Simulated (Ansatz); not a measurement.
The numbers come from plane-wave PAW DFT (Ansatz): m-r2SCAN, no spin polarisation, 500 eV, 7×7×7 Γ-centred k points, methfessel-paxton occupations (width 0.0511 eV). Nothing was relaxed.

Computed maps in the lattice plane spanned by a (left to right, 3.59 Å, 11 points from zero) and b (bottom to top, 8.00 Å, 24 points from zero), 77° apart, at height 0.750 along c. The fields are smooth PAW ones with compensation charges, not the true ones near nuclei.

Valence density. Digits on a logarithmic scale: 0 up to 0.03 e/Å³, each further digit a factor of 1.6, 9 from 1.3 e/Å³ up:
```
44578768865
44578738875
44568888875
44456788765
44445666655
44444555554
44444554454
44444443344
44344432234
44334432224
44333443334
44333444444
44333444444
44333444444
44444444444
54444445555
75444456788
98544457999
99654457999
99754457999
99755456899
98666666689
66667777666
55678888765
```

ELF. Ten even steps from '0' (0.01) to '9' (0.82):
```
22599207973
22489203984
22379857984
32347999974
33334566643
44444444444
54455543356
64456620037
64346501105
64235511203
54224541004
64223577667
64323467887
65433456776
55444455444
34444443222
32344432344
84233323788
77223213852
48311212860
88311111587
64223432246
22268887422
22489889842
```

Question: The cell is AlWS. Which atoms lie within 0.2 Å of this plane, and where (fractions of a and b)?

Answer: W at (0.91, 0.18), Al at (0.70, 0.60), S at (0.54, 0.93). The whole cell:
```yaml
crystal:
  lattice:
    - [3.58921, 0.00000, 0.00000]
    - [1.79461, -7.79473, 0.00000]
    - [0.00000, 0.00000, -3.47755]
  atoms:
    - { symbol: W, position: [0.91002, 0.17996, 0.75000] }
    - { symbol: W, position: [0.08998, 0.82004, 0.25000] }
    - { symbol: Al, position: [0.30058, 0.39884, 0.25000] }
    - { symbol: Al, position: [0.69942, 0.60116, 0.75000] }
    - { symbol: S, position: [0.46450, 0.07100, 0.25000] }
    - { symbol: S, position: [0.53550, 0.92900, 0.75000] }
```

Origin: a known structure type with other elements, at an estimated volume, so it need not be a known compound. Caveats: many states at the Fermi level without spin polarisation, so a magnetic state may lie lower; atoms or cell far from equilibrium; m-r2SCAN is r2SCAN with a changed spin dependence that lowers moments.
